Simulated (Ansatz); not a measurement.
AlV$_{2}$C in space group P6_3/mmc (No. 194; Al on 2d, V on 4f, C on 2a) at seven volumes, the program Ansatz at the PBE level (PAW), shape and atoms relaxed at each. One row is withheld.

| V (Å³/atom) | P (GPa) |
|---|---|
| 10.926 | 20.04 |
| 11.287 | 12.31 |
| 11.647 | ? |
| 12.007 | 0.00 |
| 12.367 | -4.83 |
| 12.727 | -8.88 |
| 13.088 | -12.26 |

**Question.** Fit the shown pressures and predict the withheld one.

**Answer.** P = (3/2)B₀(x^(7/2) − x^(5/2))[1 + (3/4)(B′ − 4)(x − 1)] with x = (V₀/V)^(2/3). Least squares on the six rows gives V₀ = 12.007 Å³/atom, B₀ = 173 GPa, B′ = 4.43. At V = 11.647, x = 1.0205 and P = 5.63 GPa. The run itself gave 5.67 GPa.

The PBE relaxation kept the symmetry of its start. The workflow began spin-polarised and lost its moments.

Potentials: the later of the program's two PAW sets.
